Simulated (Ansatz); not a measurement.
Relaxed Al (fcc, Cu type):

```xyz
4
Lattice="3.9907 0.0000 0.0000 0.0000 3.9907 0.0000 0.0000 0.0000 3.9907" Properties=species:S:1:pos:R:3 pbc="T T T"
Al     0.0000     0.0000     0.0000
Al     1.9954     1.9954     0.0000
Al     1.9954     0.0000     1.9954
Al     0.0000     1.9954     1.9954
```

Level of theory: r2SCAN (plane waves to 500 eV, PAW, scalar-relativistic; Ansatz, a quantum-chemistry and plane-wave program). k mesh 9×9×9 (Γ-centred), Fermi-Dirac smearing 0.05 eV. With partly filled bands, energies and forces of such displacements shift with the k mesh and the smearing. On this mesh the relaxed cell isn't quite at rest: it carries a pressure of 0.3 GPa (compression positive) at the zero of the scan. Al was relaxed with its symmetry unable to fall. The PAW data are Ansatz's earlier set.

One atom of the cell was then moved (with its periodic images), all else fixed, and the forces (eV/Å) came out as:

```json
[
 {"atom": "Al1", "Fx": "0.199", "Fy": "-0.036", "Fz": "0.199"},
 {"atom": "Al2", "Fx": "-0.036", "Fy": "0.199", "Fz": "0.199"},
 {"atom": "Al3", "Fx": "-0.362", "Fy": "-0.362", "Fz": "-0.362"},
 {"atom": "Al4", "Fx": "0.199", "Fy": "0.199", "Fz": "-0.036"}
]
```

### Question
Which atom was moved, and by which vector (Å)?

### Answer
Al3, by (0.06, 0.06, 0.06), 0.11 Å in all.

(A displaced cell: forces are minus the slopes of the energy, force constants its curvatures, and phonons follow from these.)
